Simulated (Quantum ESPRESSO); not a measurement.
**Kohn-Sham bands of VIr3 (Cu3Au type)**

```
VIr3
1.0
    3.81682     0.00000     0.00000
    0.00000     3.81682     0.00000
    0.00000     0.00000     3.81682
V Ir
1 3
Cartesian
  0.00000   0.00000   0.00000
  1.90841   1.90841   0.00000
  0.00000   1.90841   1.90841
  1.90841   0.00000   1.90841
```

Structure: Materials Project mp-1082, symmetrised, not relaxed again. COD (Crystallography Open Database) has an entry of this formula and space group (matched by these alone). Method: PBEsol plane waves in Quantum ESPRESSO 7.5 (PseudoDojo norm-conserving files, 68 Ry, no spin polarisation, no spin-orbit coupling), Bloch states on a 4×4×4 mesh through Γ, Wannier90 4.0.1. Density: 12×12×12 mesh, cold smearing 0.01 Ry. A non-magnetic state is assumed; magnetic ones were not tried. Spin-orbit coupling is left out although heavy elements are present.

List the Kohn-Sham levels between −8 and 3.0 eV relative to the Fermi level at the high-symmetry points, as a band run of pw.x on that density gives them (levels within 2 meV counted together).


```csv
point,k (reciprocal lattice),levels (eV)
Γ,0.000 0.000 0.000,"-7.40, -6.79 (×2), -6.48 (×3), -2.78 (×3), -0.36 (×2), 1.30, 1.80 (×2), 1.92 (×3), 2.21 (×3), 2.32 (×3)"
X,0.000 0.500 0.000,"-7.86, -6.64, -5.99, -5.62, -4.89, -4.52 (×2), -4.11, -3.76 (×2), -2.66, -2.24, -1.47 (×2), -1.40, -0.07 (×2), 0.19, 0.28, 1.08, 1.93, 2.32"
M,0.500 0.500 0.000,"-6.03 (×2), -5.13, -4.88, -4.68, -4.56, -4.23 (×2), -3.75 (×2), -3.54, -2.20, -2.11, -2.07 (×2), -1.04, -0.86, 0.12, 0.32 (×2)"
R,0.500 0.500 0.500,"-7.27 (×3), -6.88, -3.71 (×3), -2.87 (×3), -2.18 (×2), -0.41, -0.27 (×3), 1.32 (×3), 1.82 (×3), 1.85 (×2)"
```
